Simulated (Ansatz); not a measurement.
La2O3 (A-La2O3 type, space group P-3m1)

```yaml
crystal:
  lattice:
    - [3.93519, 0.00000, 0.00000]
    - [-1.96759, 3.40797, 0.00000]
    - [0.00000, 0.00000, 6.12567]
  atoms:
    - { symbol: La, position: [0.33333, 0.66667, 0.24612] }
    - { symbol: La, position: [0.66667, 0.33333, 0.75388] }
    - { symbol: O, position: [0.00000, 0.00000, 0.00000] }
    - { symbol: O, position: [0.33333, 0.66667, 0.64612] }
    - { symbol: O, position: [0.66667, 0.33333, 0.35388] }
```

Two coordinates are scanned: the volume, and the ratio of the stretch along z (the conventional c axis) to the stretch across it. Atoms keep their fractional coordinates.

Level of theory: r2SCAN (plane waves to 500 eV, PAW, scalar-relativistic; Ansatz, a first-principles code). k mesh 10×10×6 (Γ-centred), Fermi-Dirac smearing 0.05 eV. Stress and pressure are positive under compression. As the atoms are clamped, bonds stretch with the cell, which overstates energies and stresses. La2O3 is run without spin polarisation. La2O3 was relaxed with its symmetry unable to fall. The PAW data are Ansatz's earlier set. 

Give the computed σxx (GPa) at all points of the grid V/V₀ = 0.920, 0.947, 0.973, 1.000, 1.027, 1.053, 1.080 by (c/a)/(c/a)₀ = 0.920, 0.947, 0.973, 1.000, 1.027, 1.053, 1.080.

σxx (GPa), with V/V₀ across and (c/a)/(c/a)₀ down:

```csv
(c/a)/(c/a)₀ \ V/V₀,0.920,0.947,0.973,1.000,1.027,1.053,1.080
0.920,9.5,4.4,-0.1,-3.9,-7.2,-10.1,-12.6
0.947,11.2,5.9,1.3,-2.7,-6.2,-9.2,-11.8
0.973,13.0,7.5,2.7,-1.4,-5.0,-8.2,-10.9
1.000,15.0,9.3,4.3,0.0,-3.7,-7.0,-9.8
1.027,17.0,11.1,6.0,1.5,-2.3,-5.7,-8.7
1.053,19.2,13.1,7.8,3.2,-0.8,-4.3,-7.4
1.080,21.4,15.2,9.7,4.9,0.8,-2.8,-6.0
```

(A scan under strain: stresses follow from slopes of the energy per volume, elastic moduli from its curvatures.)
